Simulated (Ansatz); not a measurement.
## Zincblende alloy of InP and GaP (44 of 64 In sites exchanged), 128 atoms

Ansatz, PAW, plane waves. PBEsol relaxation of volume and atoms (shape held) at the single k point (½, ½, ½); single points on the relaxed atoms at the Γ point alone, onto which points of the small cell's zone fold. Arrangement: unlike neighbours preferred. No spin–orbit coupling unless named.

Relaxed structure:

```yaml
crystal:
  lattice:
    - [0.00000, 11.14738, 11.14738]
    - [11.14738, 0.00000, 11.14738]
    - [11.14738, 11.14738, 0.00000]
  atoms:
    - { symbol: Ga, position: [0.00258, 0.99721, 0.99800] }
    - { symbol: Ga, position: [0.99953, 0.50125, 0.99979] }
    - { symbol: Ga, position: [0.74781, 0.25258, 0.25023] }
    - { symbol: Ga, position: [0.00277, 0.50195, 0.49541] }
    - { symbol: Ga, position: [0.25257, 0.24615, 0.75123] }
    - { symbol: Ga, position: [0.49979, 0.50320, 0.49911] }
    - { symbol: Ga, position: [0.74848, 0.75253, 0.24915] }
    - { symbol: Ga, position: [0.75003, 0.24541, 0.74975] }
    - { symbol: Ga, position: [0.24817, 0.24951, 0.99955] }
    - { symbol: Ga, position: [0.50044, 0.99604, 0.25219] }
    - { symbol: Ga, position: [0.75112, 0.24716, 0.00169] }
    - { symbol: Ga, position: [0.00167, 0.50063, 0.24955] }
    - { symbol: Ga, position: [0.25022, 0.75183, 0.00074] }
    - { symbol: Ga, position: [0.99803, 0.00205, 0.74929] }
    - { symbol: Ga, position: [0.24742, 0.25032, 0.49975] }
    - { symbol: Ga, position: [0.50236, 0.50063, 0.24734] }
    - { symbol: Ga, position: [0.74974, 0.75040, 0.00014] }
    - { symbol: Ga, position: [0.49837, 0.99909, 0.75284] }
    - { symbol: Ga, position: [0.75032, 0.24801, 0.50187] }
    - { symbol: Ga, position: [0.00041, 0.50160, 0.75042] }
    - { symbol: Ga, position: [0.25166, 0.75283, 0.49775] }
    - { symbol: Ga, position: [0.49973, 0.50015, 0.74750] }
    - { symbol: Ga, position: [0.75222, 0.75020, 0.49724] }
    - { symbol: Ga, position: [0.25209, 0.00171, 0.24892] }
    - { symbol: Ga, position: [0.99945, 0.25055, 0.50022] }
    - { symbol: Ga, position: [0.24848, 0.50051, 0.24906] }
    - { symbol: Ga, position: [0.50077, 0.75071, 0.99959] }
    - { symbol: Ga, position: [0.24969, 0.00004, 0.75182] }
    - { symbol: Ga, position: [0.74931, 0.00234, 0.75038] }
    - { symbol: Ga, position: [0.99756, 0.74810, 0.50167] }
    - { symbol: Ga, position: [0.50012, 0.75069, 0.49785] }
    - { symbol: Ga, position: [0.25220, 0.99961, 0.99557] }
    - { symbol: Ga, position: [0.75181, 0.99955, 0.99842] }
    - { symbol: Ga, position: [0.99971, 0.25295, 0.25018] }
    - { symbol: Ga, position: [0.24804, 0.49926, 0.00207] }
    - { symbol: Ga, position: [0.25052, 0.00054, 0.49942] }
    - { symbol: Ga, position: [0.49985, 0.25209, 0.25042] }
    - { symbol: Ga, position: [0.75100, 0.49933, 0.00260] }
    - { symbol: Ga, position: [0.74991, 0.99974, 0.50284] }
    - { symbol: Ga, position: [0.00026, 0.74583, 0.25173] }
    - { symbol: Ga, position: [0.50038, 0.75006, 0.25174] }
    - { symbol: Ga, position: [0.50207, 0.24994, 0.74771] }
    - { symbol: Ga, position: [0.99793, 0.75058, 0.74918] }
    - { symbol: Ga, position: [0.49868, 0.75184, 0.74913] }
    - { symbol: In, position: [0.50004, 0.99894, 0.00037] }
    - { symbol: In, position: [0.00051, 0.99977, 0.50297] }
    - { symbol: In, position: [0.24811, 0.25076, 0.25222] }
    - { symbol: In, position: [0.49775, 0.50322, 0.00226] }
    - { symbol: In, position: [0.49755, 0.99845, 0.50266] }
    - { symbol: In, position: [0.25269, 0.75028, 0.24869] }
    - { symbol: In, position: [0.25154, 0.75325, 0.74836] }
    - { symbol: In, position: [0.75033, 0.75223, 0.75028] }
    - { symbol: In, position: [0.00051, 0.00003, 0.25061] }
    - { symbol: In, position: [0.00038, 0.25172, 0.00082] }
    - { symbol: In, position: [0.50233, 0.25090, 0.99758] }
    - { symbol: In, position: [0.75044, 0.00037, 0.24838] }
    - { symbol: In, position: [0.99883, 0.75074, 0.00133] }
    - { symbol: In, position: [0.50242, 0.25036, 0.50052] }
    - { symbol: In, position: [0.75009, 0.49980, 0.24947] }
    - { symbol: In, position: [0.24999, 0.49816, 0.75220] }
    - { symbol: In, position: [0.74973, 0.49994, 0.75087] }
    - { symbol: In, position: [0.00191, 0.24803, 0.74886] }
    - { symbol: In, position: [0.24827, 0.50012, 0.50015] }
    - { symbol: In, position: [0.75030, 0.49999, 0.50035] }
    - { symbol: P, position: [0.06870, 0.05620, 0.05472] }
    - { symbol: P, position: [0.56885, 0.05612, 0.06898] }
    - { symbol: P, position: [0.06464, 0.55483, 0.06478] }
    - { symbol: P, position: [0.06651, 0.06691, 0.56548] }
    - { symbol: P, position: [0.31585, 0.31649, 0.31518] }
    - { symbol: P, position: [0.56721, 0.56785, 0.06395] }
    - { symbol: P, position: [0.56791, 0.05492, 0.57029] }
    - { symbol: P, position: [0.81479, 0.30327, 0.31627] }
    - { symbol: P, position: [0.05227, 0.56529, 0.56627] }
    - { symbol: P, position: [0.31565, 0.81789, 0.31367] }
    - { symbol: P, position: [0.31725, 0.30143, 0.81436] }
    - { symbol: P, position: [0.55353, 0.56727, 0.56347] }
    - { symbol: P, position: [0.81522, 0.80463, 0.31318] }
    - { symbol: P, position: [0.80545, 0.30498, 0.81805] }
    - { symbol: P, position: [0.31536, 0.81698, 0.81565] }
    - { symbol: P, position: [0.81396, 0.81892, 0.81562] }
    - { symbol: P, position: [0.06982, 0.06953, 0.30734] }
    - { symbol: P, position: [0.30741, 0.31646, 0.05663] }
    - { symbol: P, position: [0.55469, 0.06854, 0.30780] }
    - { symbol: P, position: [0.80466, 0.31443, 0.06580] }
    - { symbol: P, position: [0.06464, 0.56145, 0.31112] }
    - { symbol: P, position: [0.31727, 0.81558, 0.05364] }
    - { symbol: P, position: [0.06646, 0.05113, 0.81539] }
    - { symbol: P, position: [0.30708, 0.30441, 0.56902] }
    - { symbol: P, position: [0.55345, 0.56536, 0.31593] }
    - { symbol: P, position: [0.80297, 0.81581, 0.06585] }
    - { symbol: P, position: [0.56534, 0.06515, 0.80445] }
    - { symbol: P, position: [0.81631, 0.30257, 0.56576] }
    - { symbol: P, position: [0.05420, 0.56647, 0.81557] }
    - { symbol: P, position: [0.31597, 0.81707, 0.55317] }
    - { symbol: P, position: [0.55497, 0.56883, 0.80666] }
    - { symbol: P, position: [0.81436, 0.81649, 0.55351] }
    - { symbol: P, position: [0.06416, 0.31772, 0.06603] }
    - { symbol: P, position: [0.31613, 0.05506, 0.31450] }
    - { symbol: P, position: [0.56832, 0.30823, 0.06828] }
    - { symbol: P, position: [0.80483, 0.07015, 0.31943] }
    - { symbol: P, position: [0.06576, 0.81437, 0.06737] }
    - { symbol: P, position: [0.06344, 0.31789, 0.55193] }
    - { symbol: P, position: [0.31955, 0.55563, 0.30447] }
    - { symbol: P, position: [0.56501, 0.80287, 0.06622] }
    - { symbol: P, position: [0.31282, 0.06288, 0.81133] }
    - { symbol: P, position: [0.56575, 0.31940, 0.56381] }
    - { symbol: P, position: [0.81878, 0.57006, 0.30489] }
    - { symbol: P, position: [0.81167, 0.06180, 0.81280] }
    - { symbol: P, position: [0.06569, 0.80250, 0.56396] }
    - { symbol: P, position: [0.31735, 0.55772, 0.81986] }
    - { symbol: P, position: [0.56660, 0.80239, 0.56409] }
    - { symbol: P, position: [0.81798, 0.55599, 0.82035] }
    - { symbol: P, position: [0.30330, 0.06477, 0.06475] }
    - { symbol: P, position: [0.81900, 0.06310, 0.05251] }
    - { symbol: P, position: [0.05134, 0.31685, 0.31730] }
    - { symbol: P, position: [0.30142, 0.56620, 0.06568] }
    - { symbol: P, position: [0.30179, 0.06538, 0.56687] }
    - { symbol: P, position: [0.56525, 0.31645, 0.30468] }
    - { symbol: P, position: [0.81629, 0.56561, 0.05401] }
    - { symbol: P, position: [0.80455, 0.06387, 0.56703] }
    - { symbol: P, position: [0.05717, 0.80422, 0.31940] }
    - { symbol: P, position: [0.07010, 0.31897, 0.80597] }
    - { symbol: P, position: [0.31768, 0.56937, 0.55679] }
    - { symbol: P, position: [0.56446, 0.81058, 0.31348] }
    - { symbol: P, position: [0.56657, 0.31533, 0.80160] }
    - { symbol: P, position: [0.82078, 0.56783, 0.55668] }
    - { symbol: P, position: [0.05631, 0.81858, 0.80501] }
    - { symbol: P, position: [0.55473, 0.81433, 0.81554] }
```

What are the mean bond lengths by pair (pairs within 1.2 times the sum of covalent radii, less contacts 15 % beyond the pair's median; cation–cation pairs of compounds aside; long ionic contacts are cut short by that bound)?

Ga–P 2.368 ± 0.012 Å (standard deviation, 176 bonds); In–P 2.520 ± 0.009 Å (standard deviation, 80 bonds).

What gap lies between the top filled and the lowest empty level in the single points?

HSE06 with spin–orbit coupling 2.17 eV (24 min on NVIDIA GB200). An indirect band minimum needn't fold onto Γ of this cell; where it doesn't, these gaps are too wide.
